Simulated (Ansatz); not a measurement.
Start of a relaxation of Al2InN3:

```xyz
6
Lattice="4.5444 0.0000 0.0000 -2.2722 3.9356 0.0000 0.0000 0.0000 5.1519" Properties=species:S:1:pos:R:3 pbc="T T T"
Al    0.0000    2.6237    2.5759
Al    2.2722    1.3119    2.5759
In    0.0000    0.0000    0.0000
N     2.0740    0.0000    0.0000
N    -1.0370    1.7961    0.0000
N     1.2352    2.1395    0.0000
```

Method: DFT PBE, scalar-relativistic, plane waves, PAW (Ansatz 0.2.0). Cutoff 420 eV, Gaussian smearing, Γ-centred meshes. Cell and atoms relax first on a coarse mesh and then on a finer one. In between, the cell is made exact in the group found at 0.06 Å. In metals the finer mesh still leaves noise of several meV/atom or more. The steps can't lower the symmetry of their start. No spin polarisation in the relaxation; trial moments died out in a coarse test.

A guess keeps its type if space group and coordination stay and the shape of the cell changes little (axis ratios within about 15 %, angles within 6°); the volume may change.

Question: Does this structure survive the relaxation?

Answer: It doesn't keep its type. The symmetry stays P-62m (No. 189). The volume per atom shrinks by 28.8 %, from 15.4 to 10.9 Å³. The shortest distance goes from 2.07 Å (In–N) to 2.10 Å (Al–N). The ratio c/a of the conventional cell changes by a factor of 0.46. Counting neighbours within 15 % of an atom's shortest distance, the start has Al 9, In 3, N 5 and the end Al 6, In 3, N 5. In detail, at the end around Al lie 6 N at 2.10 Å; around In lie 3 N at 2.16 Å; around N lie 4 Al at 2.10 Å and 1 In at 2.16 Å.

```xyz
6
Lattice="5.2499 0.0000 0.0000 -2.6249 4.5465 0.0000 0.0000 0.0000 2.7482" Properties=species:S:1:pos:R:3 pbc="T T T"
Al    0.0000    3.0310    1.3741
Al    2.6249    1.5155    1.3741
In    0.0000    0.0000    0.0000
N     2.1617    0.0000    0.0000
N    -1.0809    1.8721    0.0000
N     1.5441    2.6744    0.0000
```

The zero of energy is the elements' standard structures at the same level (N₂ as a molecule); no fitted shifts are applied.

Question: At what energy does it end?

Answer: −0.16 eV/atom.

The last run used a 12×12×14 mesh (in the run's order of axes) for its 6-atom cell and Gaussian smearing of 0.10 eV. A structure relaxed within its symmetry needn't be a true minimum. Another cell of Al2InN3 relaxed alike, in Cmc2_1 (a Materials Project cell), lies 0.70 eV/atom lower, so this cell isn't the stable form at this level.
